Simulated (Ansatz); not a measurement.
# Computed scan of one atom of the cell: Cd (hcp, Mg type)

Cd (hcp, Mg type)

```yaml
crystal:
  lattice:
    - [3.01593, 0.00000, 0.00000]
    - [-1.50796, 2.61187, 0.00000]
    - [0.00000, 0.00000, 5.82164]
  atoms:
    - { symbol: Cd, position: [0.33333, 0.66667, 0.75000] }
    - { symbol: Cd, position: [0.66667, 0.33333, 0.25000] }
```

In each cell atom 2 (Cd, nearest neighbour Cd at 3.016 Å; its periodic images, 3.0 Å or more away, move with it) moves by s·(-0.500, -0.866, 0.000) (along a lattice vector), the rest being held.

Computed with PBE (plane waves to 420 eV, PAW, scalar-relativistic; Ansatz, a program for electronic structure). k mesh 14×14×7 (Γ-centred), Fermi-Dirac smearing 0.05 eV. E stands for the smeared free energy. Stress and pressure are positive under compression. With partly filled bands, energies and forces of such displacements shift with the k mesh and the smearing. F∥ is the force on the atom along that direction. F⊥ is the part of the force across the line. On this mesh the relaxed cell isn't quite at rest: it carries a pressure of 0.2 GPa (compression positive) at the zero of the scan. Cd was relaxed with its symmetry unable to fall. The PAW data are Ansatz's earlier set. The relaxed volume of Cd is well above the measured one; the method has no dispersion term. The zero of ΔE is the undisplaced structure.

```
s (Å)   ΔE (meV/cell)  F∥ (eV/Å)  |F⊥| (eV/Å)  P (GPa)
------  -------------  ---------  -----------  -------
-0.600           28.8      0.083        0.068      0.9
-0.480           19.4      0.073        0.046      0.7
-0.360           11.4      0.060        0.027      0.5
-0.240            5.2      0.043        0.012      0.3
-0.120            1.3      0.022        0.003      0.2
0.000             0.0      0.000        0.000      0.2
0.120             1.3     -0.022        0.003      0.2
0.240             5.2     -0.043        0.012      0.3
0.360            11.4     -0.060        0.027      0.5
0.480            19.4     -0.073        0.046      0.7
0.600            28.8     -0.083        0.068      0.9
```

What the scan shows:

The energy at s = 0.600 Å is 28.8 meV/cell and the force along the line at s = -0.600 Å is 0.083 eV/Å. The force constant k = d²E/ds² at s = 0 (finite differences) is 0.19 eV/Å². Symmetry of the curve: even: the same for both signs. Shape of the curve: a single well with its minimum at or next to zero displacement.

The 11 points together took very roughly 2.9 core-minutes.

(A displaced cell: forces are minus the slopes of the energy, force constants its curvatures, and phonons follow from these.)
